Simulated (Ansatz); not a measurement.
Relaxed-ion elastic tensor of C in space group C2/c (No. 15; C on 8f, C on 8f) in GPa (Voigt order), DFT-r²SCAN in the program Ansatz with PAW potentials; density 2.30 g/cm³, 8.67 Å³ per atom.

```
  383    4.2   75.3    0.0   -118    0.0
  4.2   20.4    3.0    0.0   -0.3    0.0
 75.3    3.0    636    0.0  -70.9    0.0
  0.0    0.0    0.0    4.1    0.0   -2.2
 -118   -0.3  -70.9    0.0    282    0.0
  0.0    0.0    0.0   -2.2    0.0   -0.9
```

**Question.** Is the crystal mechanically stable?

**Answer.** On the edge, within the error: the smallest eigenvalue of C is -1.7 GPa.

The start of the workflow was typed in or built on a structure type; neither database checked (COD, Materials Project) lists it. It is not the phase usual at ambient conditions (space group No. 194, 227). The cell was relaxed with r²SCAN under the symmetry of its start; whether a distortion lowers the energy is not shown. The volume moved by 103 % from the start of the relaxation.

Potentials: the later of the program's two PAW sets.
